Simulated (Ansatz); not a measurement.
The relaxed structure here is a generated cell of Hf3N4: the first start was made by a random draw of sites in a space group, and the end was not matched to a known phase here, so it may be hypothetical.

The end point of a relaxation of Hf₃N₄. Level of theory: PBEsol (plane waves to 420 eV, PAW, scalar-relativistic; Ansatz, a quantum-chemistry and plane-wave program).

```xyz
7
Lattice="-2.7895 2.7895 2.7835 2.7895 -2.7895 2.7835 2.7895 2.7895 -2.7835" Properties=species:S:1:pos:R:3 pbc="T T T"
Hf     0.0000     2.7895     0.0000
Hf     2.7895     0.0000     0.0000
Hf     0.0000     0.0000     0.0000
N     -1.1140     1.6755     1.3917
N      1.1140     3.9034     1.3917
N      3.9034    -1.1140     1.3917
N      1.6755     1.1140     1.3917
```

Find the space group and the Wyckoff positions (tolerance 0.01 Å).

Space group I422 (No. 97); a = 5.5789 Å, b = 5.5789 Å, c = 5.5669 Å, α = 90.00°, β = 90.00°, γ = 90.00°

| atom | site | symmetry | x | y | z |
|---|---|---|---|---|---|
| Hf | 4c | 222. | 0.0000 | 0.5000 | 0.0000 |
| Hf | 2a | 422 | 0.0000 | 0.0000 | 0.0000 |
| N | 8j | ..2 | 0.3003 | 0.1997 | 0.2500 |

Give the shortest distances between elements (the closest pairs, up to four, under 3.6 Å).

Hf–N 2.10 Å; Hf–Hf 2.78 Å; N–N 2.85 Å.

The volume per atom is 12.38 Å³ and the band gap is no gap (metallic).

No spin polarisation in the result.

The run could not lose the symmetry of its start, so the end can be a saddle point.
